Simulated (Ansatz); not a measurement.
MoPt (CsCl type), relaxed with PBEsol (Ansatz, a quantum-chemistry and plane-wave program, plane waves, PAW): a = b = c = 3.140 Å, α = β = γ = 90.00°.

- ΔH_f (eV/atom): 0.24
- B₀ by P(V) fit (GPa): 272

Q: The same phase is relaxed and computed with PBE in the same code. What are the cell and these values now?

A: a = 3.176 Å, b = 3.176 Å, c = 3.176 Å, α = 90.00°, β = 90.00°, γ = 90.00°.

- ΔH_f (eV/atom): 0.23
- B₀ by P(V) fit (GPa): 245

Typed or built starts, not in the databases checked: MoPt, CsCl type. Unstable at this level: MoPt, CsCl type with PBEsol. All cells were relaxed under the symmetry of their starts (and spin orders); stability against distortions was not tested throughout. Rows with no word on spin ran without spin polarisation. Spin–orbit coupling is left out wherever it is not named.

Potentials: the later of the program's two PAW sets.

Ansatz is a plane-wave DFT program.

Formation energies count from the lowest solids of the elements computed at the same level, not from gases.
